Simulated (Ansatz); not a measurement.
## Eigenvalues along a path: Au (hcp type)

```yaml
crystal:
  lattice:
    - [2.83692, 0.00000, 0.00000]
    - [-1.41846, 2.45685, 0.00000]
    - [0.00000, 0.00000, 4.76212]
  atoms:
    - { symbol: Au, position: [0.33333, 0.66667, 0.25000] }
    - { symbol: Au, position: [0.66667, 0.33333, 0.75000] }
```

The cell comes from a relaxation on PAW files under the same functional, begun from a prototype that needn't be the stable phase.

Level of theory: DFT with LDA, scalar-relativistic, in Ansatz 0.2.0; a Γ-centred 15×15×8 k mesh, Fermi–Dirac smearing of 0.08 eV, no spin polarisation. LAPW: all electrons, basis error target 1 meV/atom.

Spin–orbit coupling is left out, which matters for the heavy atoms.

Path points, in fractions of the reciprocal vectors: Γ (0.000, 0.000, 0.000), M (0.500, 0.000, 0.000), K (0.333, 0.333, 0.000), A (0.000, 0.000, 0.500), L (0.500, 0.000, 0.500), H (0.333, 0.333, 0.500). Levels in eV from the Fermi level; bands 33 to 48, counted from the lowest band of the run. The gap is zero, the pressure -0.01 GPa.

```
# k(1/Å) point b33 b34 b35 b36 b37 b38 b39 b40 b41 b42 b43 b44 b45 b46 b47 b48
0.000 Γ -10.22 -7.68 -5.01 -4.71 -4.71 -4.38 -4.38 -3.64 -3.64 -2.19 -2.19 -1.33 2.78 14.53 15.67 16.74
0.183 - -10.06 -7.54 -5.07 -4.67 -4.60 -4.44 -4.27 -3.77 -3.71 -2.91 -2.16 -0.40 2.77 14.64 15.89 16.59
0.365 - -9.58 -7.17 -5.25 -4.67 -4.39 -4.30 -4.27 -3.96 -3.89 -3.53 -2.09 0.98 2.77 13.80 16.10 16.23
0.548 - -8.85 -6.77 -5.34 -5.05 -4.85 -4.12 -3.98 -3.86 -3.75 -3.49 -2.02 2.47 2.82 11.29 14.56 16.04
0.731 - -8.04 -6.70 -5.69 -5.10 -4.85 -4.35 -4.13 -3.31 -3.12 -2.91 -1.97 3.02 4.01 8.54 12.97 14.70
0.913 - -7.43 -6.87 -6.17 -4.81 -4.53 -4.42 -4.34 -2.49 -2.32 -2.31 -1.95 3.56 5.51 5.84 11.62 11.99
1.096 - -7.18 -7.03 -6.46 -4.65 -4.48 -4.42 -4.02 -2.02 -1.93 -1.84 -0.96 3.35 4.63 6.78 9.20 10.68
1.279 M -7.13 -7.09 -6.56 -4.69 -4.53 -4.23 -3.87 -1.93 -1.85 -1.65 0.37 1.63 5.76 7.35 7.47 10.34
1.384 - -7.08 -7.04 -6.55 -4.71 -4.54 -4.22 -3.94 -1.96 -1.86 -1.72 0.46 1.66 5.86 7.38 7.44 10.20
1.490 - -6.93 -6.89 -6.53 -4.76 -4.56 -4.19 -4.13 -2.03 -1.91 -1.91 0.72 1.74 6.14 7.10 7.71 9.90
1.595 - -6.71 -6.67 -6.49 -4.83 -4.59 -4.40 -4.14 -2.15 -2.13 -1.98 1.09 1.82 6.58 6.61 8.13 9.62
1.701 - -6.46 -6.42 -6.40 -4.90 -4.70 -4.64 -4.07 -2.38 -2.23 -2.07 1.52 1.90 5.86 7.24 8.68 9.49
1.806 - -6.43 -6.14 -6.12 -4.99 -4.94 -4.71 -3.97 -2.54 -2.32 -2.19 1.95 1.98 5.04 8.00 9.33 9.52
1.912 - -6.41 -5.95 -5.89 -5.21 -4.93 -4.79 -3.88 -2.59 -2.37 -2.33 2.11 2.32 4.28 8.88 9.69 10.05
2.017 K -6.41 -5.84 -5.84 -5.29 -4.88 -4.88 -3.84 -2.49 -2.49 -2.38 2.34 2.34 3.91 9.73 10.00 10.00
2.228 - -6.39 -6.11 -5.83 -5.35 -5.00 -4.64 -3.99 -2.86 -2.33 -2.08 1.03 3.31 4.89 7.28 9.04 11.11
2.439 - -6.50 -6.24 -5.90 -5.72 -5.00 -4.35 -4.32 -3.28 -2.23 -2.00 -0.50 4.27 6.09 6.80 7.08 12.86
2.650 - -7.35 -6.04 -5.87 -5.83 -4.83 -4.72 -4.01 -3.72 -2.49 -2.14 -1.86 3.39 5.13 8.23 9.16 14.65
2.861 - -8.42 -6.43 -5.64 -5.27 -4.82 -4.52 -4.11 -3.75 -3.33 -2.97 -2.09 2.90 3.23 11.09 11.66 15.79
3.072 - -9.37 -7.01 -5.35 -4.67 -4.46 -4.43 -4.13 -4.09 -3.77 -3.53 -2.10 1.44 2.78 13.88 14.02 16.70
3.283 - -10.00 -7.50 -5.10 -4.65 -4.56 -4.47 -4.24 -3.79 -3.77 -3.03 -2.15 -0.20 2.77 14.67 15.96 16.41
3.493 Γ -10.22 -7.68 -5.01 -4.71 -4.71 -4.38 -4.38 -3.64 -3.64 -2.19 -2.19 -1.33 2.78 14.53 15.67 16.74
3.588 - -10.18 -7.69 -5.02 -4.73 -4.73 -4.40 -4.40 -3.61 -3.61 -2.19 -2.19 -1.63 3.16 14.40 15.79 16.63
3.682 - -10.05 -7.69 -5.05 -4.75 -4.75 -4.43 -4.43 -3.51 -3.51 -2.30 -2.21 -2.21 4.08 14.13 16.00 16.36
3.776 - -9.84 -7.72 -5.10 -4.78 -4.78 -4.49 -4.49 -3.37 -3.37 -3.06 -2.25 -2.25 5.27 13.84 15.99 16.01
3.870 - -9.56 -7.79 -5.14 -4.80 -4.80 -4.56 -4.56 -3.78 -3.20 -3.20 -2.32 -2.32 6.59 13.50 15.60 15.68
3.965 - -9.22 -7.93 -5.17 -4.81 -4.81 -4.63 -4.63 -4.36 -3.02 -3.02 -2.41 -2.41 7.98 12.96 15.17 15.26
4.059 - -8.85 -8.16 -5.14 -4.79 -4.79 -4.78 -4.70 -4.70 -2.84 -2.84 -2.53 -2.53 9.40 12.03 14.86 14.98
4.153 A -8.48 -8.48 -5.03 -5.03 -4.75 -4.75 -4.75 -4.75 -2.67 -2.67 -2.67 -2.67 10.79 10.79 14.83 14.83
4.336 - -8.32 -8.32 -5.17 -5.17 -4.75 -4.75 -4.65 -4.65 -2.69 -2.69 -2.61 -2.61 10.88 10.88 14.97 14.97
4.519 - -7.88 -7.88 -5.42 -5.42 -4.81 -4.81 -4.38 -4.38 -2.73 -2.73 -2.43 -2.43 11.09 11.09 14.83 14.83
4.701 - -7.35 -7.35 -5.64 -5.64 -4.81 -4.81 -3.99 -3.99 -2.74 -2.74 -2.18 -2.18 11.15 11.15 13.35 13.35
4.884 - -7.09 -7.09 -5.79 -5.79 -4.34 -4.34 -3.66 -3.66 -2.60 -2.60 -1.87 -1.87 9.81 9.81 12.70 12.70
5.067 - -7.13 -7.13 -5.95 -5.95 -3.53 -3.53 -3.39 -3.39 -2.24 -2.24 -1.39 -1.39 7.49 7.49 12.93 12.93
5.249 - -7.22 -7.22 -6.08 -6.08 -3.52 -3.52 -2.67 -2.67 -1.88 -1.88 -0.44 -0.44 5.26 5.26 13.19 13.19
5.432 L -7.27 -7.27 -6.12 -6.12 -3.52 -3.52 -2.47 -2.47 -1.73 -1.73 0.36 0.36 4.08 4.08 13.29 13.29
5.537 - -7.22 -7.22 -6.10 -6.10 -3.61 -3.61 -2.50 -2.50 -1.84 -1.84 0.58 0.58 4.09 4.09 13.16 13.16
5.643 - -7.09 -7.09 -6.02 -6.02 -3.83 -3.83 -2.65 -2.65 -1.99 -1.99 1.12 1.12 4.12 4.12 12.11 12.11
5.748 - -6.89 -6.89 -5.89 -5.89 -4.13 -4.13 -2.95 -2.95 -2.04 -2.04 1.80 1.80 4.18 4.18 10.86 10.86
5.854 - -6.66 -6.66 -5.72 -5.72 -4.43 -4.43 -3.28 -3.28 -2.05 -2.05 2.56 2.56 4.28 4.28 9.57 9.57
5.959 - -6.43 -6.43 -5.55 -5.55 -4.68 -4.68 -3.57 -3.57 -2.08 -2.08 3.31 3.31 4.43 4.43 8.31 8.31
6.065 - -6.24 -6.24 -5.50 -5.50 -4.77 -4.77 -3.75 -3.75 -2.12 -2.12 3.97 3.97 4.64 4.64 7.21 7.21
6.170 H -6.17 -6.17 -5.51 -5.51 -4.77 -4.77 -3.81 -3.81 -2.14 -2.14 4.37 4.37 4.67 4.67 6.69 6.69
6.381 - -6.35 -6.35 -5.45 -5.45 -4.77 -4.77 -3.81 -3.81 -2.03 -2.03 2.62 2.62 5.63 5.63 7.91 7.91
6.592 - -6.55 -6.55 -5.45 -5.45 -4.79 -4.79 -3.89 -3.89 -1.89 -1.89 0.47 0.47 7.36 7.36 9.80 9.80
6.803 - -6.68 -6.68 -5.50 -5.50 -5.09 -5.09 -3.76 -3.76 -2.04 -2.04 -1.24 -1.24 9.59 9.59 11.65 11.65
7.014 - -7.03 -7.03 -5.65 -5.65 -5.07 -5.07 -3.78 -3.78 -2.59 -2.59 -2.01 -2.01 11.20 11.20 13.19 13.19
7.225 - -7.70 -7.70 -5.50 -5.50 -4.88 -4.88 -4.23 -4.23 -2.74 -2.74 -2.35 -2.35 11.18 11.18 14.95 14.95
7.436 - -8.27 -8.27 -5.21 -5.21 -4.76 -4.76 -4.62 -4.62 -2.70 -2.70 -2.59 -2.59 10.90 10.90 15.01 15.01
7.647 A -8.48 -8.48 -5.03 -5.03 -4.75 -4.75 -4.75 -4.75 -2.67 -2.67 -2.67 -2.67 10.79 10.79 14.83 14.83
```
